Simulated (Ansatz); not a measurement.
Values for one crystal, relaxed and computed with the program Ansatz at the r²SCAN level (PAW); other levels are named.

```yaml
volume_per_atom: 36.13 Å³
electronic_character: metallic (no gap)
Formation energy from the elements (no fitted shifts): -0.59 eV/atom
Density of states at the Fermi level: 0.70 states/eV per atom (mean over ±0.08 eV)
```

Which compound is it?
A. BaPb, Cmcm (Ba on 4c, Pb on 4c)
B. BaHg, CsCl type
C. Zr3Tl, Cu3Au type
D. CaHg, CsCl type

B, BaHg, CsCl type

Space group Pm-3m (CsCl type). The first step of the workflow began from a Materials Project structure, measured or hypothetical; the Crystallography Open Database copy checked does not list it. With Ba and Hg taken as one species the cell has the higher symmetry Im-3m, so it may be an ordered model of a mixed-site phase. Its standing as an ambient phase is unchecked. Symmetry was held in the r²SCAN relaxation; its stability against distortions is not shown here. The references are the lowest solids computed at this level, not always the standard phases. Spin–orbit coupling is left out wherever it is not named.

Potentials: the later of the program's two PAW sets.
